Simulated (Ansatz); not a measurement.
The relaxed structure here is a generated cell of CoSi2: the first start was made by a random draw of sites in a space group, and the end was not matched to a known phase here, so it may be hypothetical. Known forms of CoSi2 include space group No. 225.

A relaxed structure of CoSi₂. Space group Im-3m (No. 229). The numbers are results of PBE (plane waves to 420 eV, PAW, scalar-relativistic; Ansatz, a quantum-chemistry and plane-wave program), not measurements.

```cif
data_Co6Si12
_chemical_formula_sum 'Co6 Si12'
_space_group_name_H-M_alt 'Im-3m'
_space_group_IT_number 229
_space_group_name_Hall '-I 4 2 3'
_cell_length_a 7.88209
_cell_length_b 7.88209
_cell_length_c 7.88209
_cell_angle_alpha 90.000
_cell_angle_beta 90.000
_cell_angle_gamma 90.000
loop_
_atom_site_label
_atom_site_type_symbol
_atom_site_symmetry_multiplicity
_atom_site_Wyckoff_symbol
_atom_site_fract_x
_atom_site_fract_y
_atom_site_fract_z
_atom_site_occupancy
Co1 Co 6 b 0.00000 0.00000 0.50000 1
Si1 Si 12 e 0.00000 0.00000 0.21835 1
```
(The calculation used a cell of 9 atoms; values per cell refer to that cell.)

Task: What band gap does PBE give?

Result: No gap: a half-metal at this level (one spin channel is gapped at the Fermi level).

Task: What is the computed magnetic moment (PBE)?

Result: Net 0.56 μB/atom, ferromagnetic.

Spin state reached: ferromagnetic (net 0.56 μB/atom), from parallel starting moments; other spin orders were not run from this start. The program's look for a lower electronic state was skipped, cut short or left open in this run.

The run could not lose the symmetry of its start, so the end can be a saddle point.
